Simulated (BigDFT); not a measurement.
A self-consistent single point of the molecule NiO.

```xyz
2

Ni     0.0304    -0.0165    -0.8089
O     -0.0304     0.0165     0.8089
```
Charge 0, spin multiplicity 3.

Computed with PBE, Daubechies wavelet basis, HGH (Krack) norm-conserving potentials made for PBE, isolated boundary conditions in BigDFT.

BigDFT settings:

* **basis**: Daubechies wavelets
* **dft.hgrids**: 0.337 bohr
* **dft.rmult**: 7 8
* **dft.ixc**: PBE
* **dft.nspin**: 2
* **dft.mpol**: 2
* **potentials**: built-in HGH-K PBE
* **boundary_conditions**: free
* **dft.gnrm_cv**: 1e-04
* **dft.itermax**: 80
* **dft.idsx**: 6
* **dft.nrepmax**: 3

Results:

Number of valence electrons: 24
Number of orbitals: 13
Size of the basis: 146298
Number of SCF iterations: 42
Grid steps along x, y, z: 63 × 63 × 66
Total energy: -5037.9613 eV
Largest force (vector length): 0.685 eV/Å
Total moment: 2.00 μB
Dipole moment: 3.74 D
Highest occupied level: -5.61 eV

Forces (eV/Å):
```tsv
atom	Fx	Fy	Fz
Ni1	-0.026	0.014	0.685
O2	0.026	-0.014	-0.685
```

The grid can part forces that symmetry would make equal. The geometry comes from a cheaper method or was typed, in some cases with atoms then moved at random; it is not relaxed at this level, and the species need not be a known compound. At such grid spacings the totals of these hard atoms are unconverged, and differences carry grid noise. The spin state was set by the input and need not be the ground state.

These are the values that this program gave, and no reference: fixed occupations of an open d shell can end in a higher state.

Cost on one core: roughly 3 core-minutes.
